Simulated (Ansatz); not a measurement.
Relaxed-ion elastic tensor of Y (hcp (Mg type), P6_3/mmc) in GPa (Voigt order), r²SCAN in the plane-wave PAW code Ansatz; density 4.41 g/cm³, 33.49 Å³ per atom.

|  | 1 | 2 | 3 | 4 | 5 | 6 |
|---|---|---|---|---|---|---|
| 1 | 74.9 | 28.8 | 20.0 | 0.0 | 0.0 | 0.0 |
| 2 | 28.8 | 74.9 | 20.0 | 0.0 | 0.0 | 0.0 |
| 3 | 20.0 | 20.0 | 75.5 | 0.0 | 0.0 | 0.0 |
| 4 | 0.0 | 0.0 | 0.0 | 23.6 | 0.0 | 0.0 |
| 5 | 0.0 | 0.0 | 0.0 | 0.0 | 23.6 | 0.0 |
| 6 | 0.0 | 0.0 | 0.0 | 0.0 | 0.0 | 23.0 |

### Question
Is the crystal mechanically stable?

### Answer
Yes: the smallest eigenvalue of C is 23.0 GPa.

### Question
Work out the Voigt, Reuss and Hill averages.

### Answer
K_V = 40.3, K_R = 40.2, K_H = 40.3; G_V = 24.5, G_R = 24.3, G_H = 24.4 GPa.

### Question
Give Young's modulus, Poisson's ratio, Pugh's ratio and the universal anisotropy index.

### Answer
E = 9KG/(3K + G) = 60.8 GPa; ν = 0.25; K/G = 1.65 (near the Pugh limit of 1.75, no verdict); A_U = 5G_V/G_R + K_V/K_R − 6 = 0.04.

### Question
Estimate the sound speeds and the Debye temperature.

### Answer
v_l = √((K + 4G/3)/ρ) = 4060 m/s, v_t = √(G/ρ) = 2350 m/s, mean 2610 m/s; Θ = (h/k)(3n/4πV)^(1/3) v_m = 241 K.

### Question
Solve the Christoffel equation for the three sound speeds along x, y, z.

### Answer
Eigenvalues of C_ijkl n_j n_l equal ρv². In km/s, slowest first: x 2.29, 2.31, 4.12; y 2.29, 2.31, 4.12; z 2.31, 2.31, 4.14.

### Question
How much does each axis shrink under pressure?

### Answer
Linear compressibilities β_i = Σ_j S_ij (j = 1 to 3): x 7.9, y 7.9, z 9.1 per TPa.

Symmetry was held in the r²SCAN relaxation; of distortions, only those at the zone centre were tested. No spin polarisation was allowed. As this level gives no gap, shear constants depend on the k-mesh and smearing (Fermi–Dirac, 0.1 eV here). On the denser mesh and wider smearing of the elastic run this cell carries a stress of 0.3 GPa.

Potentials: the later of the program's two PAW sets.
